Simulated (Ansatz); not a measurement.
BN (zinc blende, F-43m), a = 3.625 Å, b = 3.625 Å, c = 3.625 Å, α = 90.00°, β = 90.00°, γ = 90.00°; the cell used has 2 atoms.

Relaxed with PBE.

### Question
Decompose the optical modes at the zone centre into irreducible representations, and say which are infrared and Raman allowed.

### Answer
Point group -43m: Γ_opt = T2. Infrared: T2. Raman: T2.

### Question
Assign frequencies (DFPT, DFT-PBE in the program Ansatz with PAW potentials; without the LO–TO term).

### Answer
T2 1026 cm⁻¹.

The PBE relaxation kept the symmetry of its start; phonons on a q-mesh show no instability.

Potentials: the later of the program's two PAW sets.
